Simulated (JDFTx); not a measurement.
**Report: Al(100) in implicit electrolytes**

System: Al(100) (Fm-3m bulk; lattice of mp-134, not re-optimised at this level), 1x1 cell of 4 atoms in 4 planes, area 8.16 Å² a face, 6.2 Å between the outermost planes in a cell 22.1 Å high; k mesh 8×8×1, Fermi width 0.01 Ha, no spin polarisation.

Method: PBE, GBRV ultrasoft potentials, plane waves to 20/100 Ha, in JDFTx (a modified build). Outer atoms relaxed in vacuum, keeping the start's symmetry. The same nuclei were then put into each liquid, at zero charge and at set potentials or charges. The surface is an ideal bare cut with both faces alike: no reconstruction, overlayer or explicit solvent molecules. SHE scale: U = −μ/e − 4.44 V, by convention. Convergence in thickness and k mesh wasn't tested for this slab.

In vacuum the work function is 4.29 eV, which would put the uncharged electrode at -0.15 V vs SHE if the liquid did nothing. Each liquid moves the Fermi level of the neutral slab, now counted from the bulk liquid: linear PCM (GLSSA13), water, 1 M NaCl by 0.26 eV, to a potential of zero charge of -0.41 V; SaLSA, water, 1 M NaCl by 0.49 eV, to a potential of zero charge of -0.64 V; SCCS (g09 parameters), water, 1 M NaCl by 0.12 eV, to a potential of zero charge of -0.27 V. The models of water differ by 0.37 V among themselves.

Charging:

```json
[
 {"liquid": "linear PCM (GLSSA13), water", "U − U_pzc (V)": "-0.69", "σ (μC/cm²)": "-9.5", "σ/(U − U_pzc) (μF/cm²)": "14", "Δγ (mJ/m²)": "-34"},
 {"liquid": "linear PCM (GLSSA13), water", "U − U_pzc (V)": "-0.29", "σ (μC/cm²)": "-4.2", "σ/(U − U_pzc) (μF/cm²)": "15", "Δγ (mJ/m²)": "-6"},
 {"liquid": "linear PCM (GLSSA13), water", "U − U_pzc (V)": "-0.14", "σ (μC/cm²)": "-2.0", "σ/(U − U_pzc) (μF/cm²)": "15", "Δγ (mJ/m²)": "-1"},
 {"liquid": "linear PCM (GLSSA13), water", "U − U_pzc (V)": "0.16", "σ (μC/cm²)": "2.6", "σ/(U − U_pzc) (μF/cm²)": "16", "Δγ (mJ/m²)": "-2"},
 {"liquid": "linear PCM (GLSSA13), water", "U − U_pzc (V)": "0.47", "σ (μC/cm²)": "8.0", "σ/(U − U_pzc) (μF/cm²)": "17", "Δγ (mJ/m²)": "-18"},
 {"liquid": "linear PCM (GLSSA13), water", "U − U_pzc (V)": "0.71", "σ (μC/cm²)": "12.8", "σ/(U − U_pzc) (μF/cm²)": "18", "Δγ (mJ/m²)": "-43"},
 {"liquid": "SCCS (g09 parameters), water", "U − U_pzc (V)": "-0.38", "σ (μC/cm²)": "-3.8", "σ/(U − U_pzc) (μF/cm²)": "10", "Δγ (mJ/m²)": "-7"},
 {"liquid": "SCCS (g09 parameters), water", "U − U_pzc (V)": "-0.18", "σ (μC/cm²)": "-1.9", "σ/(U − U_pzc) (μF/cm²)": "10", "Δγ (mJ/m²)": "-2"}
]
```

The mean capacitance runs from 10 to 18 μF/cm². Δγ, the grand free energy per area against the neutral surface, is negative throughout, since charging at a held potential lowers it. The cavity function reaches one half at 2.6 Å (linear PCM (GLSSA13), water), 3.2 Å (SaLSA, water), 2.8 Å (SCCS (g09 parameters), water) above the top atoms; the models define their cavities differently. No specific adsorption of ions or solvent is in these numbers.
